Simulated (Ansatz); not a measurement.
Values for one crystal, relaxed and computed with DFT-PBE+D3(BJ) in the program Ansatz with PAW potentials; other levels are named.

| Quantity | Value |
|---|---|
| Volume per atom | 68.73 Å³ |
| Electronic character | metallic (no gap) |
| Bulk modulus (Birch–Murnaghan fit) | 42 kbar |
| Hill bulk and shear moduli | 4.2 and 1.5 GPa |
| Poisson's ratio | 0.34 |
| Debye temperature from the elastic constants | 102 K |
| Density of states at the Fermi level | 0.76 states/eV per atom (mean over ±0.08 eV) |

**Question.** Which of these materials gives this?
A. Cs, bcc (W type)
B. Rb, bcc (W type)
C. K, bcc (W type)
D. Mg, hcp (Mg type)

**Answer.** C, K, bcc (W type)

Space group Im-3m (bcc (W type)). The PBE+D3(BJ) relaxation kept the symmetry of its start. The pairwise dispersion correction was not fitted to metals. As this level gives no gap, shear constants depend on the k-mesh and smearing (Fermi–Dirac, 0.1 eV here).

Potentials: the later of the program's two PAW sets.
